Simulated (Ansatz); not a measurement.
## Strain response of Ca

These are results of DFT PBEsol, scalar-relativistic, plane waves, PAW in Ansatz, not measurements. Run with 420 eV cutoff, 12×12×8 k-mesh, Gaussian smearing of 0.10 eV, no spin polarisation.

Reference structure (relaxed):

```yaml
crystal:
  lattice:
    - [3.85241, 0.00000, 0.00000]
    - [-1.92620, 3.33628, 0.00000]
    - [0.00000, 0.00000, 6.34099]
  atoms:
    - { symbol: Ca, position: [0.66667, 0.33333, 0.75000] }
    - { symbol: Ca, position: [0.33333, 0.66667, 0.25000] }
```

Deformation: all cell vectors scaled alike, the atoms relaxed, all within the symmetry that the strain leaves. Energies are extrapolated to zero smearing. Stress is positive in compression, on the Cartesian axes of the cell above.

| strain (%) | ΔE (meV/atom) | a (Å) | b (Å) | c (Å) | σxx (GPa) | σyy (GPa) | σzz (GPa) |
| --- | --- | --- | --- | --- | --- | --- | --- |
| -4.5 | 46.7 | 3.679 | 3.679 | 6.056 | 3.02 | 3.02 | 3.33 |
| -3.0 | 20.0 | 3.737 | 3.737 | 6.151 | 1.86 | 1.86 | 2.05 |
| -1.5 | 4.7 | 3.795 | 3.795 | 6.246 | 0.86 | 0.86 | 0.94 |
| +0.0 | 0.0 | 3.852 | 3.852 | 6.341 | 0.00 | 0.00 | 0.00 |
| +1.5 | 4.7 | 3.910 | 3.910 | 6.436 | -0.73 | -0.73 | -0.79 |
| +3.0 | 17.7 | 3.968 | 3.968 | 6.531 | -1.35 | -1.35 | -1.45 |
| +4.5 | 38.3 | 4.026 | 4.026 | 6.626 | -1.87 | -1.87 | -2.01 |

This form isn't the element's structure at ambient conditions.